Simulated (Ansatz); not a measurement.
Cu2Se in space group F-43m (No. 216; Cu on 4c, Cu on 4b, Se on 4a) at seven volumes, the program Ansatz at the PBEsol level (PAW), scaled uniformly. One row is withheld.

```csv
V (Å³/atom),P (GPa)
13.983,12.51
14.443,7.59
14.904,3.46
15.365,0.00
15.826,?
16.287,-5.35
16.748,-7.39
```

Fit the shown pressures and predict the withheld one.

P = (3/2)B₀(x^(7/2) − x^(5/2))[1 + (3/4)(B′ − 4)(x − 1)] with x = (V₀/V)^(2/3). Least squares on the six rows gives V₀ = 15.365 Å³/atom, B₀ = 106 GPa, B′ = 4.85. At V = 15.826, x = 0.9805 and P = -2.92 GPa. The run itself gave -2.91 GPa.

The workflow started from an entry of the Crystallography Open Database (COD). Its standing as an ambient phase is unchecked. The PBEsol relaxation kept the symmetry of its start. At this level the phase is mechanically unstable. The run is not spin-polarised.

Potentials: the later of the program's two PAW sets.
